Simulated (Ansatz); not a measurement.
Relaxed candidate structures of Gd:

A. Fm-3m (No. 225), cF4, fcc (Cu type); a = b = c = 5.173 Å, α = β = γ = 90.00°; Gd 4a (0.000, 0.000, 0.000); ferromagnetic

B. P6₃/mmc (No. 194), hP2, hcp (Mg type); a = 3.639 Å, b = 3.639 Å, c = 5.909 Å, α = 90.00°, β = 90.00°, γ = 120.00°; Gd 2d (0.667, 0.333, 0.250); ferromagnetic

**Question.** Put the candidates in order of energy per atom, lowest first, for r2SCAN (plane waves to 500 eV, PAW, scalar-relativistic; Ansatz, a first-principles code).

**Answer.** B (reference, the lowest of the structures calculated here), A (+0.07 eV/atom)

Each run could gain symmetry but not lose that of its start, so entries can be saddle points. From databases, or of a type measured for this composition: P6₃/mmc, hP2, hcp (Mg type), ferromagnetic; the others are generated cells (placed on structure types, drawn at random, substituted or restacked) that were not matched to a known phase here. Each structure is listed in the lowest spin state found for it. Energies are at zero temperature and pressure, without zero-point motion. Each cell has its own k-point mesh; energy differences are given only to the digits this allows. Spin states reached: ferromagnetic; spin orders were not searched systematically. The f-shell occupation is the one the SCF fell into and was not checked against other states.
